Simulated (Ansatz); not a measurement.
LaAlCu4: Cu vacancy

Level of theory: PBEsol, no spin polarisation, scalar-relativistic; Ansatz, plane waves to 420 eV (PAW set soft_2), k-mesh 3×3×3.

The relaxed host crystal (no gap at this level of theory):

```
Al Cu La
1.0
     2.60280   -4.41209    0.00000
     2.60280    4.41209    0.00000
     0.00000    0.00000    4.13437
Al Cu La
1 4 1
Direct
  0.00000 0.00000 0.50000
  0.16758 0.83242 0.00000
  0.83242 0.16758 0.00000
  0.00000 0.50000 0.50000
  0.50000 0.00000 0.50000
  0.50000 0.50000 0.00000
```

Supercell of 24 atoms, rows of the matrix [[1,1,-1],[-1,-1,-1],[-1,1,0]] times the cell vectors; Cu vacancy at (0.168, 0.832, 0.000) in fractions of the cell above. Atoms are relaxed at the host's cell, from a start shaken by 0.05 Å near the defect.

Task: How does the lattice relax around the defect?

Result: Distances from the empty Cu site (Å), by shell of the perfect crystal:

| shell | perfect crystal | relaxed, charge 0 |
| --- | --- | --- |
| 2 Al | 2.54 | 2.52 |
| 4 Cu | 2.55 | 2.56 |
| 1 La | 2.93 | 2.75 |
| 3 Cu | 2.97 (2.96 to 2.98) | 3.06 (3.05 to 3.07) |

```json
{"charge": "0", "gap of the cell on the mesh (eV)": "0.00"}
```

Formation energy of the neutral defect: 1.02 eV, taking atoms from and to the elements' standard states (no corrections for gases), so it belongs to those chemical potentials alone.

Caveats: small supercell, so energies and levels can be off by tenths of an eV; one random start near the defect, so other minima are possible.
